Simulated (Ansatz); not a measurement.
## Structure relaxation, SiRh2

The relaxed structure here is a generated cell of SiRh2: the first start was made by placing the elements on the sites of a structure type, and the end was not matched to a known phase here, so it may be hypothetical.

The start is a generated trial cell of SiRh2 in the AFLOW prototype AB2_cF48_227_c_e (as in Ti2C). The cell and all atomic positions are relaxed at zero pressure with r2SCAN (plane waves to 500 eV, PAW, scalar-relativistic; Ansatz, a first-principles code). The first steps use a 6×6×6 k-mesh.

Initial structure:
```yaml
crystal:
  lattice:
    - [0.00000, 4.33050, 4.33050]
    - [4.33050, 0.00000, 4.33050]
    - [4.33050, 4.33050, 0.00000]
  atoms:
    - { symbol: Si, position: [0.62500, 0.62500, 0.62500] }
    - { symbol: Si, position: [0.12500, 0.62500, 0.62500] }
    - { symbol: Si, position: [0.62500, 0.12500, 0.62500] }
    - { symbol: Si, position: [0.62500, 0.62500, 0.12500] }
    - { symbol: Rh, position: [0.87000, 0.87000, 0.87000] }
    - { symbol: Rh, position: [0.39000, 0.87000, 0.87000] }
    - { symbol: Rh, position: [0.87000, 0.39000, 0.87000] }
    - { symbol: Rh, position: [0.87000, 0.87000, 0.39000] }
    - { symbol: Rh, position: [0.38000, 0.38000, 0.38000] }
    - { symbol: Rh, position: [0.86000, 0.38000, 0.38000] }
    - { symbol: Rh, position: [0.38000, 0.86000, 0.38000] }
    - { symbol: Rh, position: [0.38000, 0.38000, 0.86000] }
```

Q: Which atoms feel the largest initial force, and how large is it?

A: 5.45 eV/Å, on Rh5, Rh6, Rh7, Rh8, Rh9, Rh10, Rh11, Rh12 (atoms numbered as listed).

Q: How much energy is released per atom?

A: 0.56 eV/atom.

Q: How does the volume change?

A: +6.1 %, from 13.54 to 14.36 Å³/atom.

Q: Is the relaxed structure metallic? Give its gap.

A: Zero (metallic).

Q: What does it relax into? Give the structure.

A: 
Space group Fd-3m, origin choice 1 (No. 227); a = 8.834 Å, b = 8.834 Å, c = 8.834 Å, α = 90.00°, β = 90.00°, γ = 90.00°

```
atom  site  symmetry       x       y       z
----  ----  --------  ------  ------  ------
Si     16c      .-3m  0.1250  0.1250  0.1250
Rh     32e       .3m  0.3877  0.3877  0.3877
```
(The calculation used a cell of 12 atoms; values per cell refer to that cell.)

The space group stays Fd-3m (No. 227) (the run could not lower it); the end is AFLOW prototype AB2_cF48_227_c_e (as in Ti2C), with 12 atoms in the primitive cell. Final values are on a 8×8×8 k-mesh of the relaxed cell. No spin polarisation in the result.

The run could not lose the symmetry of its start: the end is stationary, and may be a saddle point rather than a minimum.
